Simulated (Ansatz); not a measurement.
The relaxed structure here is a generated cell of YGe2: the first start was made by placing the elements on the sites of a structure type, and the end was not matched to a known phase here, so it may be hypothetical.

Relaxation of a generated cell, YGe2 placed in the CrSi2 structure type; 9 atoms in the cell, which starts as P6₂22 (No. 180), hP9; a = 5.327 Å, b = 5.327 Å, c = 7.662 Å, α = 90.00°, β = 90.00°, γ = 120.00°. Level of theory: r2SCAN (plane waves to 500 eV, PAW, scalar-relativistic; Ansatz, a quantum-chemistry and plane-wave program). Γ-centred k-mesh 5×5×3 on the run's cell (coarser than for final values), Fermi–Dirac smearing 0.05 eV. This is the first round of the run. 

The optimiser's lines from the output (shortened; P is positive under compression):

```
relax step   1: F+E_penalty+E_count = -37399.93818545 eV  Δ(F+E_penalty+E_count) = +0.000e0 eV  max|allowed force component| = 1.974e-1 eV/Å  Δτ_max = 0.0000 Å  P = +1.406 GPa  Ω = 188.288 Å³  (8 SCF iters, dr2 threshold 1.00e-7 eV, accepted)
relax step   2: F+E_penalty+E_count = -37400.04100034 eV  Δ(F+E_penalty+E_count) = -1.028e-1 eV  max|allowed force component| = 3.346e-1 eV/Å  Δτ_max = 0.0505 Å  P = -1.494 GPa  Ω = 195.487 Å³  (8 SCF iters, dr2 threshold 9.00e-7 eV, accepted)
relax step   3: F+E_penalty+E_count = -37400.23459043 eV  Δ(F+E_penalty+E_count) = -1.936e-1 eV  max|allowed force component| = 3.208e-1 eV/Å  Δτ_max = 0.1067 Å  P = -1.153 GPa  Ω = 195.328 Å³  (8 SCF iters, dr2 threshold 9.00e-7 eV, accepted)
relax step   4: F+E_penalty+E_count = -37399.99792931 eV  Δ(F+E_penalty+E_count) = +2.367e-1 eV  max|allowed force component| = 1.188e0 eV/Å  Δτ_max = 0.1953 Å  P = +2.485 GPa  Ω = 194.398 Å³  (10 SCF iters, dr2 threshold 9.00e-7 eV, rejected (line search))
relax step   5: F+E_penalty+E_count = -37400.37502765 eV  Δ(F+E_penalty+E_count) = -1.404e-1 eV  max|allowed force component| = 1.368e-1 eV/Å  Δτ_max = 0.0592 Å  P = -0.736 GPa  Ω = 195.016 Å³  (12 SCF iters, accepted)
relax step   6: F+E_penalty+E_count = -37400.38776318 eV  Δ(F+E_penalty+E_count) = -1.274e-2 eV  max|allowed force component| = 1.775e-2 eV/Å  Δτ_max = 0.0221 Å  P = +0.127 GPa  Ω = 193.597 Å³  (7 SCF iters, dr2 threshold 9.00e-7 eV, accepted)
relax step   7: F+E_penalty+E_count = -37400.38795024 eV  Δ(F+E_penalty+E_count) = -1.871e-4 eV  max|allowed force component| = 4.011e-4 eV/Å  Δτ_max = 0.0018 Å  P = -0.014 GPa  Ω = 193.878 Å³  (6 SCF iters, dr2 threshold 8.30e-8 eV, accepted)
relax step   8: F+E_penalty+E_count = -37400.38797237 eV  Δ(F+E_penalty+E_count) = -2.212e-5 eV  max|allowed force component| = 1.614e-4 eV/Å  Δτ_max = 0.0003 Å  P = -0.001 GPa  Ω = 193.836 Å³  (6 SCF iters, dr2 threshold 2.03e-9 eV, accepted)
relax step   9: F+E_penalty+E_count = -37400.39001364 eV  Δ(F+E_penalty+E_count) = -2.041e-3 eV  max|allowed force component| = 2.899e-4 eV/Å  Δτ_max = 0.0000 Å  P = +0.003 GPa  Ω = 193.836 Å³  stress off target by 7.45e-3 GPa  SCF on the basis re-selected at this cell (its energy is not comparable with the rows above)  (7 SCF iters)
```

From the first to the last row the energy changes by -0.05 eV/atom and the volume by +2.9 %. The last row is marked as not comparable with the walk above it, whose basis was carried along; it does compare with step 1, since both stand on a basis selected at the nominal cutoff for their own cell.

Step 4 was rejected by the optimiser.

Later rounds, restarted from the end of this one on a renewed k-mesh, logged 5 more steps and released under 0.01 eV/atom more. The final structure after all rounds: P6₂22 (No. 180), hP9, AFLOW prototype AB2_hP9_180_d_j (C40, as in CrSi2); a = b = 5.4407 Å, c = 7.5516 Å, α = β = 90.00°, γ = 120.00°. Between re-selections the logged energies stand on a plane-wave basis carried along with the cell. No spin polarisation in the result. The relaxed primitive cell holds an odd number of electrons. A magnetic state may lie lower.

The run could not lose the symmetry of its start, so the end can be a saddle point.
